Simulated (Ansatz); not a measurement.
Relaxed-ion elastic tensor of ZrRu (CsCl type, Pm-3m) in GPa (Voigt order), the program Ansatz at the PBEsol level (PAW); density 9.45 g/cm³, 16.89 Å³ per atom.

```
 351   122   122   0.0   0.0   0.0
 122   351   122   0.0   0.0   0.0
 122   122   351   0.0   0.0   0.0
 0.0   0.0   0.0  67.7   0.0   0.0
 0.0   0.0   0.0   0.0  67.7   0.0
 0.0   0.0   0.0   0.0   0.0  67.7
```

**Question.** Is the crystal mechanically stable?

**Answer.** Yes: the smallest eigenvalue of C is 67.7 GPa.

**Question.** Work out the Voigt, Reuss and Hill averages.

**Answer.** K_V = 198, K_R = 198, K_H = 198; G_V = 86.5, G_R = 81.0, G_H = 83.7 GPa.

**Question.** Give Young's modulus, Poisson's ratio, Pugh's ratio and the universal anisotropy index.

**Answer.** E = 9KG/(3K + G) = 220 GPa; ν = 0.31; K/G = 2.37 (ductile by the Pugh limit of 1.75); A_U = 5G_V/G_R + K_V/K_R − 6 = 0.34.

**Question.** Estimate the sound speeds and the Debye temperature.

**Answer.** v_l = √((K + 4G/3)/ρ) = 5720 m/s, v_t = √(G/ρ) = 2980 m/s, mean 3330 m/s; Θ = (h/k)(3n/4πV)^(1/3) v_m = 386 K.

**Question.** Give the Zener ratio and Young's modulus along [100], [110] and [111].

**Answer.** A = 2C44/(C11 − C12) = 0.59; 1/E = S11 − 2(S11 − S12 − S44/2)Γ with Γ = 0, 1/4, 1/3 gives 288, 201, 182 GPa.

**Question.** Solve the Christoffel equation for the three sound speeds along [100], [110], [111].

**Answer.** Eigenvalues of C_ijkl n_j n_l equal ρv². In km/s, slowest first: [100] 2.68, 2.68, 6.09; [110] 2.68, 3.48, 5.67; [111] 3.24, 3.24, 5.52.

The workflow started from an entry of the Crystallography Open Database (COD). Whether it is the stable phase at ambient conditions was not checked. The PBEsol relaxation kept the symmetry of its start; of distortions, only those at the zone centre were tested. No spin polarisation was allowed. As this level gives no gap, shear constants depend on the k-mesh and smearing (Fermi–Dirac, 0.1 eV here).

Potentials: the later of the program's two PAW sets.
